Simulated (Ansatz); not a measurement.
A geometry of NiSb away from equilibrium: the start of the relaxation of a relaxed NiSb cell, doubled along one cell vector, shaken by Gaussian noise of σ = 0.08 Å a coordinate. All values below come from PBEsol (plane waves to 420 eV, PAW, scalar-relativistic; Ansatz, a program for electronic structure). Γ-centred k-mesh 10×10×3 on the run's cell (coarser than for final values), Fermi–Dirac smearing 0.05 eV.

```xyz
8
Lattice="3.1911 0.0000 0.0000 0.0000 3.1911 0.0000 0.0000 0.0000 14.1315" Properties=species:S:1:pos:R:3:forces:R:3 pbc="T T T" free_energy=-48852.217 pressure_GPa=1.8
Ni     1.6032    -0.0498     3.9348    0.2773   -0.0448    1.8970
Ni     1.7693    -0.0414    11.2588   -1.3970    0.8403   -0.9049
Ni     0.0631     1.5133     2.8102   -0.1741    0.5903    0.3328
Ni    -0.0635     1.6311     9.9086    0.4568   -0.2910   -0.3397
Sb     1.6667     0.0503     1.5717    0.0007   -0.4377   -1.8535
Sb     1.5731    -0.0762     8.4344   -0.0536    0.1634    0.7955
Sb     0.1006     1.6348     5.4340   -0.1147   -0.1172   -0.3980
Sb    -0.1522     1.7019    12.5957    1.0046   -0.7034    0.4709
```

Positions in Å, forces in eV/Å, free energy of the cell in eV (comparable only within this code, potentials and settings). Largest force: 1.92 eV/Å, on Ni1 (atoms numbered as listed); the geometry lies 0.08 eV/atom above the end of its relaxation.

No spin polarisation in the result. A magnetic state may lie lower. Without a van der Waals term the distances between weakly bound units are poorly fixed.

The end of the path is a generated cell of NiSb: the first start was made by placing the elements on the sites of a structure type, and the end was not matched to a known phase here, so it may be hypothetical.
